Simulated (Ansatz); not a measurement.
Total density of states per atom from plane-wave PAW PBEsol (Ansatz code), in 0.25 eV bins, energy from the Fermi level:

| E (eV) | states/eV/atom |
|---|---|
| -7.85 | 0.00 |
| -7.60 | 0.00 |
| -7.35 | 0.00 |
| -7.10 | 0.00 |
| -6.85 | 0.00 |
| -6.60 | 0.00 |
| -6.35 | 0.00 |
| -6.10 | 0.08 |
| -5.85 | 0.26 |
| -5.60 | 0.36 |
| -5.35 | 0.53 |
| -5.10 | 0.47 |
| -4.85 | 0.55 |
| -4.60 | 0.83 |
| -4.35 | 0.41 |
| -4.10 | 0.38 |
| -3.85 | 0.46 |
| -3.60 | 0.54 |
| -3.35 | 0.89 |
| -3.10 | 1.08 |
| -2.85 | 1.49 |
| -2.60 | 1.24 |
| -2.35 | 0.70 |
| -2.10 | 0.57 |
| -1.85 | 0.48 |
| -1.60 | 0.32 |
| -1.35 | 0.24 |
| -1.10 | 0.26 |
| -0.85 | 0.39 |
| -0.60 | 0.57 |
| -0.35 | 0.52 |
| -0.10 | 0.42 |
| 0.15 | 0.44 |
| 0.40 | 0.67 |
| 0.65 | 1.13 |
| 0.90 | 1.02 |
| 1.15 | 1.90 |
| 1.40 | 1.56 |
| 1.65 | 2.09 |
| 1.90 | 1.37 |
| 2.15 | 1.24 |
| 2.40 | 0.60 |
| 2.65 | 0.46 |
| 2.90 | 0.88 |

Problem. Pick the material that matches.
(A) BAs, CsCl type
(B) Ti2InN, P6_3/mmc (Ti on 4f, In on 2c, N on 2a)
(C) Cr2SiC, P6_3/mmc (Cr on 4f, Si on 2d, C on 2a)
(D) TiAs, P6_3/mmc (Ti on 4f, As on 2a, As on 2d)

Solution. D, TiAs, P6_3/mmc (Ti on 4f, As on 2a, As on 2d). Within 0.5 eV of the Fermi level: Ti 3d 90 %, As 4p 6 %. Projections are on Löwdin-orthogonalised atomic valence shells; empty p or d shells of many metals are not among them.

The first step of the workflow began from a Materials Project structure, measured or hypothetical; the Crystallography Open Database files this formula in space group No. 194, but the cells were not matched. Whether it is the stable phase at ambient conditions was not checked. The PBEsol relaxation kept the symmetry of its start; its stability against distortions is not shown here. The run is not spin-polarised. Scalar-relativistic: spin–orbit coupling is off unless named, which matters more the heavier the elements.

Potentials: the later of the program's two PAW sets.
